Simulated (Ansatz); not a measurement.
AsPdSe:
```xyz
12
Lattice="6.0779 0.0000 0.0000 0.0000 6.0779 0.0000 0.0000 0.0000 6.0779" Properties=species:S:1:pos:R:3 pbc="T T T"
Pd     0.0345     0.0345     0.0345
Pd     3.0045     6.0435     3.0734
Pd     3.0734     3.0045     6.0435
Pd     6.0435     3.0734     3.0045
As     3.7563     3.7563     3.7563
As     5.3606     2.3216     0.7173
As     0.7173     5.3606     2.3216
As     2.3216     0.7173     5.3606
Se     2.3399     2.3399     2.3399
Se     0.6991     3.7380     5.3789
Se     5.3789     0.6991     3.7380
Se     3.7380     5.3789     0.6991
```

This is the PBEsol-relaxed structure.

Q: All from the program Ansatz at the PBEsol level (PAW), unless another level is named. Estimate the electronic character.

A: metallic (no gap).

Q: What about the formation energy from the elements (no fitted shifts)?

A: -0.39 eV/atom.

Q: Predict the density of states at the Fermi level.

A: 0.51 states/eV per atom (mean over ±0.08 eV).

Q: Give the gap with spin–orbit coupling.

A: none (metallic).

Space group P2_13. The workflow started from an entry of the Crystallography Open Database (COD). Whether it is the stable phase at ambient conditions was not checked. The cell was relaxed with PBEsol under the symmetry of its start; whether a distortion lowers the energy is not shown. The run is not spin-polarised. The references are the lowest solids computed at this level, not always the standard phases. Scalar-relativistic: spin–orbit coupling is off unless named, which matters more the heavier the elements.

Potentials: the later of the program's two PAW sets.
